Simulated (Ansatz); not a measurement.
Relaxed-ion elastic tensor of BAs (zinc blende, F-43m) in GPa (Voigt order), plane-wave PAW LDA (Ansatz code); density 5.37 g/cm³, 13.24 Å³ per atom.

```
 290  75.8  75.8   0.0   0.0   0.0
75.8   290  75.8   0.0   0.0   0.0
75.8  75.8   290   0.0   0.0   0.0
 0.0   0.0   0.0   156   0.0   0.0
 0.0   0.0   0.0   0.0   156   0.0
 0.0   0.0   0.0   0.0   0.0   156
```

Q: Is the crystal mechanically stable?

A: Yes: the smallest eigenvalue of C is 156 GPa.

Q: Work out the Voigt, Reuss and Hill averages.

A: K_V = 147, K_R = 147, K_H = 147; G_V = 137, G_R = 132, G_H = 134 GPa.

Q: Give Young's modulus, Poisson's ratio, Pugh's ratio and the universal anisotropy index.

A: E = 9KG/(3K + G) = 309 GPa; ν = 0.15; K/G = 1.10 (brittle by the Pugh limit of 1.75); A_U = 5G_V/G_R + K_V/K_R − 6 = 0.17.

Q: Estimate the sound speeds and the Debye temperature.

A: v_l = √((K + 4G/3)/ρ) = 7790 m/s, v_t = √(G/ρ) = 5000 m/s, mean 5490 m/s; Θ = (h/k)(3n/4πV)^(1/3) v_m = 691 K.

Q: Give the Zener ratio and Young's modulus along [100], [110] and [111].

A: A = 2C44/(C11 − C12) = 1.46; 1/E = S11 − 2(S11 − S12 − S44/2)Γ with Γ = 0, 1/4, 1/3 gives 258, 319, 346 GPa.

The cell was relaxed with LDA under the symmetry of its start.

Potentials: the earlier of the program's two PAW sets. The files were generated under PBE; for other functionals the program regenerates the frozen cores, and for LDA and PBEsol the local potential too.
